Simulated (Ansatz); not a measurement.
Y (hcp (Mg type), space group No. 194) at seven volumes, PBE (plane waves, PAW; program Ansatz), shape and atoms relaxed at each. One row is withheld.

| V (Å³/atom) | P (GPa) |
|---|---|
| 29.943 | ? |
| 30.930 | 2.76 |
| 31.917 | 1.31 |
| 32.904 | 0.00 |
| 33.891 | -1.16 |
| 34.878 | -2.19 |
| 35.865 | -3.09 |

**Question.** Fit the shown pressures and predict the withheld one.

**Answer.** P = (3/2)B₀(x^(7/2) − x^(5/2))[1 + (3/4)(B′ − 4)(x − 1)] with x = (V₀/V)^(2/3). Least squares on the six rows gives V₀ = 32.904 Å³/atom, B₀ = 40.9 GPa, B′ = 2.94. At V = 29.943, x = 1.0649 and P = 4.42 GPa. The run itself gave 4.37 GPa.

Space group P6_3/mmc (hcp (Mg type)). Symmetry was held in the PBE relaxation. No spin polarisation was allowed.

Potentials: the later of the program's two PAW sets.
